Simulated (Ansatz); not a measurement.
NaAuO$_{3}$ in Ansatz, single run

Input:

```yaml
crystal:
  lattice:
    - [2.562158, 2.838425, 0.0]
    - [2.562158, -2.838425, 0.0]
    - [0.0, 0.0, -3.6093]
  atoms:
    - { symbol: Na, position: [0.0, 0.0, 0.0] }
    - { symbol: Au, position: [0.5, 0.5, 0.5] }
    - { symbol: O, position: [0.0, 0.0, 0.5] }
    - { symbol: O, position: [0.5, 0.0, 0.0] }
    - { symbol: O, position: [0.0, 0.5, 0.0] }
  symmetry: { detect: false }
kpoints:
  mp_grid: { grid: [5, 5, 5], shift: [0, 0, 0] }
magnetization:
  spin_polarized: false
scf:
  occupations: { method: fermi_dirac }
hamiltonian:
  pseudopotentials: { kind: paw }
  xc: r2scan
basis:
  ecutwfc: 500
output:
  forces: true
  stress: true
  eigenvalues: true
```

The command:

```bash
ansatz run input.yaml --threads 1 --pin off --max-ram 2560MiB --backend cpu --events-out ev --progress --plain --runs-dir out
```

Origin of the cell: a known structure type with other elements, at an estimated volume, so it need not be a known compound.

The smearing width isn't typed, so it takes its default of 0.1 eV.

Output (shortened):

```
Pseudopotentials: kind: paw
Pseudopotential: Na, paw, valence charge 9, recommended cutoff 500 eV (meta_gga), Na.paw.azcp
Pseudopotential: Au, paw, valence charge 19, recommended cutoff 500 eV (meta_gga), Au.paw.azcp
Pseudopotential: O, paw, valence charge 6, recommended cutoff 500 eV (meta_gga), O.paw.azcp
Functional definition: r2SCAN
  exchange = r2scan_x(k0 = k0, k1 = k1, a1 = a1)
  correlation = r2scan_c
Crystal: 5 atoms, lattice volume = 52.497 Å³
Basis set: ecut = 500 eV, 1323 PW (Γ), exchange–correlation on 120×120×108 points (64 copies of the dense FFT grid, shifted against one another)
Bands: 28, of which v1, the nominal top of the filled ones, is band 23 counted from 1 (22 counted from 0)
Symmetry: 1 space group operations
[… 10 lines left out …]
Initial density: superposition of atomic densities (neutral atoms: chi_scale 0, normalization atom), corrected by the library's trained network
Functional: x = r2scan, c = r2scan; τ floored in thin density (d = 2e-4 eV/Å³)
SCF iter   1: F=—  HF=-16343.522741 eV  Δρ=2.46e-2  dr2=2.00e-1  dr2_τ=1.16e-1
SCF iter   2: F=—  HF=-16343.540088 eV  Δρ=1.29e-2  dr2=4.94e-2  dr2_τ=7.90e-3
SCF iter   3: F=—  HF=-16343.541107 eV  Δρ=1.10e-2  dr2=8.67e-2  dr2_τ=7.84e-3
SCF iter   4: F=—  HF=-16343.539870 eV  Δρ=1.15e-2  dr2=9.19e-2  dr2_τ=7.85e-3
SCF iter   5: F=—  HF=-16343.534659 eV  Δρ=2.75e-3  dr2=3.31e-3  dr2_τ=2.26e-4
SCF iter   6: F=—  HF=-16343.534605 eV  Δρ=8.99e-4  dr2=4.03e-4  dr2_τ=2.06e-5
SCF iter   7: F=—  HF=-16343.534578 eV  Δρ=1.94e-4  dr2=1.73e-5  dr2_τ=1.13e-6
SCF iter   8: F=—  HF=-16343.534582 eV  Δρ=4.39e-5  dr2=1.12e-6  dr2_τ=9.80e-8
SCF iter   9: F=—  HF=-16343.534583 eV  Δρ=7.30e-5  dr2=3.46e-6  dr2_τ=2.63e-7
SCF iter  10: F=—  HF=-16343.534582 eV  Δρ=3.73e-5  dr2=8.80e-7  dr2_τ=7.11e-8
SCF iter  11: F=-16343.534582 eV  HF=-16343.534582 eV  Δρ=1.11e-5  dr2=7.49e-8  dr2_τ=1.55e-9
SCF 1 converged in 11 iterations: F = -16343.534582 eV  dr2 = 7.49e-8
SCF converged after 11 iterations
Free energy (F): -16343.534582 eV
Harris-Foulkes:  -16343.534582 eV  (|F-HF|=6.09e-8)
Internal energy: -16343.283548 eV  (E = F + TS)
E sigma→0 (E₀):  -16343.409065 eV
Entropy (-TS):   -0.251034 eV (-50.207 meV/atom)
Fermi energy:    9.022728 eV
--- Per-component energies (eV) ---
  E_band       = -514.437282
  E_kinetic    = 1243.844409
  E_local      = -3845.211906  (includes V_loc(G=0)·N_el)
  E_nonlocal   = 343.990683
  E_hartree    = 1449.149032
  E_xc         = -467.955709
  E_vxc        = -668.314820  (∫ρ·V_xc dr)
  E_paw        = -10475.287851  (= ΣΔE_a)
  E_vpaw       = -532.217126  (= ΣTr[D̂ρ^β])
  E_aug_tail   = 0.003346  (compensation charges beyond the density's cutoff)
  E_vtau       = 45.170691  (kinetic-family band-sum trace: ∫τ·v_τ [+ j·A + Jᵃ·Aᵃ] dr)
  E_ewald      = -4591.517138
  E_core_change = -0.298414  (= ΣΔE_core)
  E_smearing   = -0.251034  (= −TS)
  Σ components = -16343.534582   (vs F -16343.534582, Δ=0.00e0)
--- Forces (eV/Å), atoms counted from 1 ---
  atom   1  Na     0.000000     0.000000     0.000000
  atom   2  Au     0.000000    -0.000000     0.000000
  atom   3  O      0.000000    -0.000000     0.000000
  atom   4  O      0.000000     0.000000    -0.000000
  atom   5  O     -0.000000    -0.000000    -0.000000
  max |Σ_I F_I| component: 1.35e-7 eV/Å
--- Stress (GPa, compression-positive) ---
        9.682396      -0.000203       0.000000
       -0.000183      25.845181      -0.000000
        0.000000      -0.000000      34.872521
  P = ⅓ Tr σ = 23.4667 GPa (234.667 kbar)
```

Caveats: no spin, though holes on the anions or broken bonds may carry moments; no spin-orbit coupling, though heavy elements are present; the k mesh is coarse if the cell is a metal.

The run took 22 s on 1 thread of Arm Neoverse V2, on a shared host, peak memory 0.48 GiB, from the program's own first density.
